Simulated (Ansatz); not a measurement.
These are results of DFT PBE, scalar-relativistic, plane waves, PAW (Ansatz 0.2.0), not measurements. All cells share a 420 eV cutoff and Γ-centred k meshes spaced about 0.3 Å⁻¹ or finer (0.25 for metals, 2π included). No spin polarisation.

Temperature and zero-point effects are left out.

Compare these two cells of Sc3BP2, each relaxed at this level.

1.

```xyz
6
Lattice="-1.8416 1.8416 7.7631 1.8416 -1.8416 7.7631 1.8416 1.8416 -7.7631" Properties=species:S:1:pos:R:3 pbc="T T T"
Sc    0.0000    0.0000   13.0104
Sc    0.0000    0.0000    2.5158
Sc    0.0000    0.0000    7.7631
B     0.0000    0.0000    0.0000
P     0.0000    0.0000    5.1639
P     0.0000    0.0000   10.3623
```

2.

```xyz
6
Lattice="1.9148 1.1055 8.1846 -1.9148 1.1055 8.1846 0.0000 -2.2111 8.1846" Properties=species:S:1:pos:R:3 pbc="T T T"
Sc    0.0000    0.0000   12.2769
Sc    0.0000    0.0000    7.0113
Sc    0.0000    0.0000   17.5424
B     0.0000    0.0000    0.0000
P     0.0000    0.0000    2.5894
P     0.0000    0.0000   21.9643
```

Question: Which form is favoured at zero pressure, and by what margin per atom?

Answer: Cell 2 is lower, by 101 meV/atom. Cell 1 has space group I4/mmm (No. 139), 17.6 Å³/atom and no gap on its mesh; cell 2 has space group R-3m (No. 166), 17.3 Å³/atom and no gap. Counting B or P atoms around Sc (for each partner element, those within 1.25 times its shortest distance or 1.15 times the sum of covalent radii, where it is the nearest in units of that sum or under 1.3), cell 1 and cell 2 both have Sc 6. Both come from trial cells of a structure search, whose lowest cell (C2/m, 17.3 Å³/atom) lies 34 meV/atom below the lower of the two.

Trial moments fell under 0.15 μB along the way in I4/mmm and R-3m; another start might hold them. With atoms moved at random, cell 2 (by 34 meV/atom) fell into a lower structure. Cell 1 had no clear such test and can be a saddle point. Some types were kept out of the candidates beforehand, so the set may lack a known form.
